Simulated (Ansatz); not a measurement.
HfN (rock salt), relaxed with LDA (Ansatz, a program for electronic structure, plane waves, PAW): a = 4.468 Å, b = 4.468 Å, c = 4.468 Å, α = 90.00°, β = 90.00°, γ = 90.00°.

| Quantity | Value |
|---|---|
| ΔH_f (eV/atom) | -2.07 |
| B₀ by P(V) fit (GPa) | 301 |
| K_Hill (GPa) | 302 |
| G_Hill (GPa) | 176 |
| highest Γ mode, no LO–TO term (cm⁻¹) | 515 |
| Θ_D (K) | 519 |

### Question
The same phase is relaxed and computed with r²SCAN in the same code. What are the cell and these values now?

### Answer
a = 4.526 Å, b = 4.526 Å, c = 4.526 Å, α = 90.00°, β = 90.00°, γ = 90.00°.

* **ΔH_f (eV/atom)**: -1.87
* **B₀ by P(V) fit (GPa)**: 282
* **K_Hill (GPa)**: 282
* **G_Hill (GPa)**: 166
* **highest Γ mode, no LO–TO term (cm⁻¹)**: 492
* **Θ_D (K)**: 507

All cells were relaxed under the symmetry of their starts (and spin orders); stability against distortions was not tested throughout. Rows with no word on spin ran without spin polarisation. Spin–orbit coupling is left out wherever it is not named.

Potentials: the later of the program's two PAW sets.

Ansatz is a plane-wave DFT program.

Formation energies count from the lowest solids of the elements computed at the same level, not from gases.
